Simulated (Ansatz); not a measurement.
SnTe (rocksalt) was put through Ansatz (plane waves). The cell was relaxed with r2SCAN and then strained (isotropic -4.0 % on every length), with the atoms relaxed again with r2SCAN; k points keep the names of the unstrained zone.

The cell given to it:
```cif
data_structure
_symmetry_space_group_name_H-M 'P 1'
_symmetry_Int_Tables_number 1
_cell_length_a 4.3300
_cell_length_b 4.3300
_cell_length_c 4.3300
_cell_angle_alpha 60.000
_cell_angle_beta 60.000
_cell_angle_gamma 60.000
_cell_volume 57.40
loop_
_atom_site_label
_atom_site_type_symbol
_atom_site_fract_x
_atom_site_fract_y
_atom_site_fract_z
_atom_site_occupancy
Sn1 Sn 0.00000 0.00000 0.00000 1
Te1 Te 0.50000 0.50000 0.50000 1
```

The output, standing remarks left out:
```
scf.n_extra_bands = 4 over 15 filled bands (N_el = 30.0): the run solves 19 bands
Pseudopotential: Sn, paw, valence charge 14, recommended cutoff 500 eV
Pseudopotential: Te, paw, valence charge 16, recommended cutoff 500 eV
Crystal: 2 atoms, lattice volume = 57.404 Å³
Basis set: ecut = 500 eV, 1459 PW (Γ)
Symmetry: 48 space group operations
Space group: Fm-3m (ITA 225)
k-points: 29 of 512
preconditioner: auto → none  [σ=0.020 eV  ℏωp=15.5 eV]
SCF converged after 6 iterations
Free energy (F): -13033.845256 eV
Internal energy: -13033.844779 eV  (E = F + TS)
E sigma→0 (E₀):  -13033.845017 eV
Entropy (-TS):   -0.000477 eV (-0.238 meV/atom)
Fermi energy:    11.218163 eV
--- Forces (eV/Å), atoms counted from 1 ---
  atom   1  Sn      0.00000      0.00000      0.00000
  atom   2  Te      0.00000      0.00000      0.00000
--- Stress (GPa, compression-positive) ---
        6.798369       0.000000       0.000000
        0.000000       6.798369       0.000000
        0.000000       0.000000       6.798369
  P = ⅓ Tr σ = 6.7984 GPa (67.984 kbar)
--- Band table (eV; the first three rows and the last of 29) ---
  k-point 0: bands = […, -11.7467, -3.0833, 6.8044, 8.3805, 8.3805, 8.3805, 14.7508, 14.7508, 14.7508, 15.9389]
  k-point 1: bands = […, -11.7454, -2.9259, 5.6184, 8.4085, 8.4085, 9.3071, 13.9185, 13.9185, 14.0592, 15.9052]
  k-point 2: bands = […, -11.7419, -2.4777, 3.9138, 8.5082, 8.5082, 10.2566, 12.6346, 12.6346, 12.9571, 16.4447]
  k-point 28: bands = […, -11.7306, -0.9418, 3.0265, 5.3244, 5.3244, 10.1178, 11.9671, 15.9514, 15.9514, 17.9071]
```

The file bands.tsv (bands near the Fermi energy, numbered from 0, rounded):
```tsv
# k_distance	band_10	band_11	band_12	band_13	band_14	band_15	band_16	band_17	band_18
# fermi_ev = 11.218163
# [0, 0, 0] at k_distance = 0.000000
# [0.5, 0, 0.5] at k_distance = 1.026075
# [0.625, 0.25, 0.625] at k_distance = 1.388847
# [0.375, 0.375, 0.75] at k_distance = 2.017187
# [0.5, 0.5, 0.5] at k_distance = 2.645528
# [0.5, 0.25, 0.75] at k_distance = 3.371072
# [-0.020833, -0.019857, 0.49528] at k_distance = 4.127176
# levels_relative_to = fermi_ev
0.000	-14.301	-4.414	-2.838	-2.838	-2.838	3.533	3.533	3.533	4.721
1.026	-12.275	-6.928	-6.738	-4.673	-4.673	1.872	5.479	5.479	7.355
1.389	-12.230	-8.288	-6.290	-4.102	-3.237	3.153	3.230	4.387	6.192
2.017	-12.230	-8.288	-6.290	-4.102	-3.237	3.153	3.230	4.387	6.192
2.646	-12.702	-9.428	-2.439	-2.439	-0.014	0.033	0.033	0.244	8.367
3.371	-12.160	-8.192	-5.894	-5.894	-1.100	0.749	4.733	4.733	6.689
4.127	-12.702	-9.420	-2.496	-2.447	-0.168	0.019	0.046	0.486	8.275
```
In order the rows are Γ, X, U, K, L, W, (-0.021, -0.020, 0.495).

**Question.** Write the input file that gave this output.

**Answer.**
```yaml
crystal:
  # lattice and atoms as above
kpoints:
  mp_grid: { grid: [8, 8, 8] }
  band_path:
    path:
      - [0.0, 0.0, 0.0]
      - [0.5, 0.0, 0.5]
      - [0.625, 0.25, 0.625]
      - [0.375, 0.375, 0.75]
      - [0.5, 0.5, 0.5]
      - [0.5, 0.25, 0.75]
      - [-0.020833, -0.019857, 0.49528]
    npoints: 1
hamiltonian:
  xc: r2scan
scf:
  occupations: { method: fermi_dirac, width: 0.02 }
  n_extra_bands: 4
output:
  forces: true
  stress: true
  eigenvalues: true
```
The cutoff of 500 eV is the one that these potentials recommend for a meta-GGA. There is no exchange loop, so no exact exchange. A single point prints forces and stress when the output block asks for them. The lines shown narrow the functional down without fixing it; this is the one that was run. This is the file that was run; thresholds and some counts can't be read off the log exactly.

With r2SCAN the valence top lies at L and the conduction bottom at k = (-0.021, -0.020, 0.495), 0.03 eV higher; the smallest vertical gap, at L, is 0.05 eV. (With 0.02 eV of smearing so small a gap leaves both edges partly filled, and it could close between the points sampled.) Least and direct gap differ so little that the kind isn't settled.

Command: `ansatz run input.yaml --threads 2 --pin off --max-ram 20275MiB --backend cpu --events-out ev --progress --plain --runs-dir out`. Wall time 2.1 s on 2 threads of AMD EPYC 7R13 Processor (Zen 3) (shared host), load about 2.6 per core; peak host memory 0.69 GiB.

The values are computed, spin-unpolarised, and not measurements.

No spin-orbit coupling is included; it can move band edges with weight on the heavy atoms by tenths of an eV.
